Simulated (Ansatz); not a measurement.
C in space group P6_3/mmc (No. 194; C on 12j, C on 12j) at seven volumes, plane-wave PAW r²SCAN+D4 (Ansatz code), shape and atoms relaxed at each. One row is withheld.

```
V (Å³/atom)  P (GPa)
-----------  -------
10.339          3.61
10.680             ?
11.021          0.85
11.362          0.00
11.702         -0.59
12.043         -0.99
12.384         -1.24
```

Q: Fit the shown pressures and predict the withheld one.

A: P = (3/2)B₀(x^(7/2) − x^(5/2))[1 + (3/4)(B′ − 4)(x − 1)] with x = (V₀/V)^(2/3). Least squares on the six rows gives V₀ = 11.363 Å³/atom, B₀ = 23.8 GPa, B′ = 10.77. At V = 10.680, x = 1.0422 and P = 2.03 GPa. The run itself gave 2.02 GPa.

The start of the workflow was typed in or built on a structure type. Its sites differ from those of the usual phase in this space group: another stacking or structure type. The cell was relaxed with r²SCAN+D4 under the symmetry of its start; whether a distortion lowers the energy is not shown.

Potentials: the later of the program's two PAW sets.
